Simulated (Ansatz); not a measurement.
BC$_{5}$:
```
CELL_PARAMETERS angstrom
      2.55162     0.00000     0.00000
     -1.27581     2.20977     0.00000
      0.00000     0.00000     6.39064
ATOMIC_POSITIONS crystal
  B  0.00000 0.00000 0.00378
  C  0.33333 0.66667 0.11094
  C  0.33333 0.66667 0.34614
  C  0.66667 0.33333 0.42874
  C  0.66667 0.33333 0.67196
  C  0.00000 0.00000 0.75072
```

Relaxed with PBE. Special points in fractions of this cell's reciprocal vectors: Γ (0.000, 0.000, 0.000); M (0.500, 0.000, 0.000); K (0.333, 0.333, 0.000); A (0.000, 0.000, 0.500); L (0.500, 0.000, 0.500); H (0.333, 0.333, 0.500).

**Question.** List the band energies nearest the Fermi level at these points for plane-wave PAW PBE (Ansatz code).

**Answer.** In eV from the Fermi level; about four levels below and three above (degenerate sets whole), none deeper than 8.9 eV; points with the same levels are listed once.

```csv
k,below,above
Γ,-1.65 -1.65 -0.39 -0.39,0.93 2.54 2.54
M,-3.86 -3.06 -2.79 -0.69,5.54 5.99 7.89
K,-6.31 -3.78 -3.22 -2.32,6.82 7.27 7.97
A,-1.71 -1.71 -0.18 -0.18,2.19 2.19 7.68 7.68
L,-4.85 -3.46 -1.40 -0.28,5.93 7.14 8.61
H,-5.19 -4.79 -4.78 -3.33,8.99 9.19 9.57
```

Space group P3m1. The start of the workflow was typed in or built on a structure type; the Crystallography Open Database copy checked does not list it. Its standing as an ambient phase is unchecked. The cell was relaxed with PBE under the symmetry of its start; its stability against distortions is not shown here. Its formation energy is positive at this level, so the cell may be metastable or incomplete.

Potentials: the earlier of the program's two PAW sets.
